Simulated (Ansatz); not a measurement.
# Thermal properties of AlCu₅ from its phonons

These are results of Ansatz 0.2.0, DFT PBE, scalar-relativistic, plane waves, PAW, not measurements. Settings: 420 eV plane-wave cutoff, Γ-centred 16×10×6 mesh, Fermi-Dirac smearing of 0.15 eV. No spin polarisation. Phonons by linear response, acoustic sum rule imposed.

Relaxed structure:
```xyz
6
Lattice="2.6750 0.0000 0.0000 0.0000 3.5415 0.0000 0.0000 0.0000 7.8569" Properties=species:S:1:pos:R:3 pbc="T T T"
Al    1.3375    1.7708    0.0000
Cu    0.0000    0.0000    6.5190
Cu    0.0000    0.0000    1.3380
Cu    1.3375    1.7708    2.6423
Cu    0.0000    0.0000    3.9285
Cu    1.3375    1.7708    5.2147
```

The structure comes from a generated guess, relaxed at this level; another structure or a mixture of phases may lie lower. In a metal, frequencies and elastic constants depend on the k mesh and the smearing, soft modes and shear constants most. Some empty bands missed the eigensolver's threshold. The q mesh is coarse, so values between its points are rough.

Force constants from linear response on a 4×2×1 q mesh, interpolated to a fine mesh.

Phonon density of states, in bins of 10 cm⁻¹:
```csv
bin centre (cm⁻¹),share of modes (%)
5,0.0
15,0.0
25,0.1
35,0.2
45,0.4
55,0.6
65,1.0
75,1.6
85,2.6
95,3.7
105,4.8
115,6.4
125,8.0
135,7.8
145,7.5
155,6.6
165,5.7
175,5.1
185,4.3
195,4.2
205,5.6
215,6.9
225,1.1
235,0.3
245,0.9
255,1.7
265,2.9
275,3.9
285,2.7
295,0.2
305,0.2
315,0.2
325,0.2
335,0.2
345,0.2
355,0.2
365,0.3
375,0.3
385,0.4
395,0.7
405,0.1
```

(1) How much zero-point energy does an atom carry?

(2) How large are the vibrational entropy and heat capacity at 300 K?

(3) Tabulate them against temperature.

## Answers

(1) 31.7 meV.

(2) S = 3.91 k_B and C_V = 2.82 k_B per atom, 94 % of the Dulong–Petit value.

(3)
```
T (K)  F_vib (meV/atom)  S (k_B/atom)  C_V (k_B/atom)
  100              28.2          1.21            1.88
  200              10.5          2.81            2.62
  300             -18.7          3.91            2.82
  400             -56.2          4.74            2.90
  500             -99.9          5.39            2.93
  600            -148.7          5.92            2.95
  700            -201.7          6.38            2.96
  800            -258.5          6.78            2.97
  900            -318.4          7.13            2.98
 1000            -381.2          7.44            2.98
```
